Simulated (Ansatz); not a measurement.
AgLaS2, ordered on the rocksalt lattice (P4/mmm) with 4 atoms a cell, relaxed with r2SCAN in the PAW code Ansatz. It is tetragonal, P4/mmm (No. 123); a = 4.130 Å, c = 5.605 Å in the conventional setting, 23.90 Å³ an atom. Ag has 6 S at 2.80–2.92 Å; S has 2 Ag at 2.80 Å and 4 La at 2.92 Å; La has 6 S at 2.80–2.92 Å; S has 2 La at 2.80 Å and 4 Ag at 2.92 Å.

The axes x, y and z are those of this cell:
```yaml
crystal:
  lattice:
    - [4.13002, 0.00000, 0.00000]
    - [0.00000, 4.13002, 0.00000]
    - [0.00000, 0.00000, 5.60490]
  atoms:
    - { symbol: Ag, position: [0.00000, 0.00000, 0.00000] }
    - { symbol: S, position: [0.00000, 0.00000, 0.50000] }
    - { symbol: La, position: [0.50000, 0.50000, 0.50000] }
    - { symbol: S, position: [0.50000, 0.50000, 0.00000] }
```

Unstrained: HSE06 gives an indirect gap of 0.344 eV, from R to Z; the least direct gap is 1.789 eV at k = (0.150, 0.150, 1/2). A second conduction valley, at Γ, lies only 25 meV higher, so their order isn't settled. Meshes: HSE06 4×4×4. Strains are changes of length per length. After each strain the atoms were relaxed again with r2SCAN within the symmetry that the strain leaves, so tilts or polar shifts that break it weren't tested; points keep the names that they have in the unstrained zone. All values are calculated for a non-magnetic cell, which may be hypothetical.

Task: Apply biaxial +2.82 % in x and y, z held. How far does the gap move, against the unstrained cell?

Result: HSE06: the gap goes from 0.344 to 0.607 eV (+0.263 eV).

Spin-orbit coupling is left out.

Coordinates of k points refer to the reciprocal vectors of the primitive cell of the runs.

The meshes of the hybrids are coarse, so their gaps aren't converged to the digits shown.
